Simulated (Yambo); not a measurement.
Consider the following.

```
Li3BrO
1.0
    3.94864     0.00000     0.00000
    0.00000     3.94864     0.00000
    0.00000     0.00000     3.94864
Li O Br
3 1 1
Direct
  0.50000   0.00000   0.00000
  0.00000   0.50000   0.00000
  0.00000   0.00000   0.50000
  0.00000   0.00000   0.00000
  0.50000   0.50000   0.50000
```

Workflow: LDA (Quantum ESPRESSO, PseudoDojo norm-conserving, 84 Ry, no spin-orbit coupling), then G0W0 in Yambo (4×4×4 Γ-centred k mesh, bands 4 to 137 and a 10 Ry block in the screening, 137 bands in G with the Bruneval-Gonze terminator, plasmon pole fitted at 27.2 eV).

Problem. Give the LDA and G0W0 gaps between the band edges found on this mesh, and say where the edges lie.

Solution. Edges: M → M. LDA: 4.25 eV; G0W0: 6.56 eV. Nearest settings tried, and what they do to the gap: 85 bands in W, 85 bands in G: -12 meV; 8 Ry block (179 vectors against 257): -49 meV. Not varied: mesh. So the settings aren't converged at that level. Spin-orbit splittings are left out. The cell is held in this high symmetry; tilts and polar distortions were not searched.

Geometry of the Materials Project entry, not relaxed at this level.
